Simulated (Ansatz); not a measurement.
## Stability checks on a candidate for CuNi2

The cell was found from a structure generator's guess, not taken from experiment.

Computed with Ansatz, DFT PBE, scalar-relativistic, plane waves, PAW. Plane waves to 420 eV, an 18×18×4 mesh through Γ for the 6-atom cell and 0.10 eV Gaussian smearing; collinear spin.

```cif
data_structure
_symmetry_space_group_name_H-M 'P 1'
_symmetry_Int_Tables_number 1
_cell_length_a 2.4998
_cell_length_b 2.4998
_cell_length_c 12.4412
_cell_angle_alpha 90.000
_cell_angle_beta 90.000
_cell_angle_gamma 120.000
_cell_volume 67.33
loop_
_atom_site_label
_atom_site_type_symbol
_atom_site_fract_x
_atom_site_fract_y
_atom_site_fract_z
_atom_site_occupancy
Cu1 Cu 0.33333 0.66667 0.25000 1
Cu2 Cu 0.66667 0.33333 0.75000 1
Ni1 Ni 0.33333 0.66667 0.91883 1
Ni2 Ni 0.33333 0.66667 0.58117 1
Ni3 Ni 0.66667 0.33333 0.08117 1
Ni4 Ni 0.66667 0.33333 0.41883 1
```

Formation energies are uncorrected and refer to the elements' standard structures at the same level.

**Question.** These tests were run: energy against the elements; random kick, then relaxation without symmetry; phonons at Γ. What do they show?

**Answer.**

```csv
test,result
energy against the elements,+0.04 eV/atom
"random kick, then relaxation without symmetry",returns
phonons at Γ,lowest optical mode 60 cm⁻¹
```

It fails one test: energy against the elements. It may still be a metastable minimum.

The k mesh leaves some 4 meV/atom of noise in the energy of each metallic cell. The magnetic state reached may not be the lowest. The kick test ran on a coarse mesh. The run for the phonons used an 18×18×4 k mesh and Gaussian smearing of 0.20 eV. The cell carries site moments Ni 0.5 (×4) μB.
